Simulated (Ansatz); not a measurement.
A plane-wave DFT run in Ansatz 0.2.0 (scalar-relativistic PAW potentials unless the input names others): input and command.

```yaml
crystal:
  lattice:
    - [3.6212630714, 0.0, 0.0]
    - [0.0, 3.6212630714, 0.0]
    - [0.0, 0.0, 3.3315620256]
  atoms:
    - { symbol: Li, position: [0.5, 0.5, 0.5] }
    - { symbol: Pb, position: [0.0, 0.0, 0.0] }
basis:
  ecutwfc: 420
kpoints:
  mp_grid: { grid: [16, 16, 16] }
hamiltonian:
  xc: pbesol
scf:
  occupations: { method: gaussian, width: 0.15 }
  algorithm: direct_min
output:
  forces: true
  eigenvalues: true
  stress: true
```

```bash
ansatz run input.yaml --threads 1 --pin off --max-ram 1228MiB --backend cpu --events-out ev --progress --plain --runs-dir out
```

Abridged log:
```
Basis set: ecut = 420 eV, 843 PW (Γ), exchange–correlation on 50×50×48 points (8 copies of the dense FFT grid, shifted against one another)
Bands: 13, of which v1, the nominal top of the filled ones, is band 9 counted from 1 (8 counted from 0)
Symmetry: 16 space group operations
k-points: 405 of 4096
SCF iter   1: F=—  HF=-11958.518242 eV  |F-HF|=—  |Δ(HF+E_count)|=         —  Δρ=2.14e-3  dr2=1.41e-3  ethr=1.77e-3  ⟨swp⟩=11.2  Hψ=26592  notcnv=2
SCF iter   2: F=—  HF=-11958.517589 eV  |F-HF|=—  |Δ(HF+E_count)|=   6.53e-4  Δρ=8.24e-4  dr2=2.30e-4  ethr=8.30e-6  ⟨swp⟩=4.1  Hψ=13798  notcnv=0  defer=10
SCF iter   3: F=—  HF=-11958.517468 eV  |F-HF|=—  |Δ(HF+E_count)|=   1.20e-4  Δρ=4.90e-5  dr2=9.78e-7  ethr=5.26e-9  ⟨swp⟩=5.0  Hψ=25671  notcnv=0  defer=1
SCF iter   4: F=-11958.517468 eV  HF=-11958.517468 eV  |F-HF|=1.39e-9  |Δ(HF+E_count)|=   4.04e-7  Δρ=1.45e-6  dr2=1.59e-9  ethr=5.26e-9  ⟨swp⟩=2.0  Hψ=8768  notcnv=0  defer=1
SCF 1 converged in 4 iterations: F = -11958.517468 eV  dr2 = 1.59e-9
  Residual-converged pass: ⟨swp⟩=4.0  Hψ=12826  notcnv=0  max |occ|·‖R‖ = 6.6e-6 eV (tolerance 6.7e-6 eV) dr2=3.02e-9  dr2_onsite=2.05e-10  max |Δocc| = 1.5e-8
SCF converged after 4 iterations
Stability not checked: this state was not tested for a lower state beside it, because a direct minimisation reached the state, and no test of it is asked (direct_minimisation; see scf.lower_state_search)
Free energy (F): -11958.517468 eV
Harris-Foulkes:  -11958.517468 eV  (|F-HF|=1.39e-9)
Internal energy: -11958.510532 eV  (E = F + TS)
E sigma→0 (E₀):  -11958.514000 eV
Entropy (-TS):   -0.006936 eV (-3.468 meV/atom)
Fermi energy:    8.262902 eV
--- Forces (eV/Å), atoms counted from 1 ---
  atom   1  Li     0.00000000     0.00000000     0.00000000
  atom   2  Pb     0.00000000     0.00000000     0.00000000
--- Stress (GPa, compression-positive) ---
       -0.846214       0.000000       0.000000
        0.000000      -0.846214       0.000000
        0.000000       0.000000       1.353977
  P = ⅓ Tr σ = -0.1128 GPa (-1.128 kbar)
```

Apart from outputs and empty bands, the input differs from a reference run on usual settings in scf.algorithm: not typed → "direct_min". The reference, at the same geometry (not necessarily relaxed), gave pressure -0.11 GPa, largest force 0.000 eV/Å, no gap on the mesh. This run converged in 4 SCF iterations (reference: 6) with an energy at zero smearing within 0.01 meV/atom of the reference's, pressure -0.11 GPa, largest force 0.000 eV/Å, no gap on the mesh.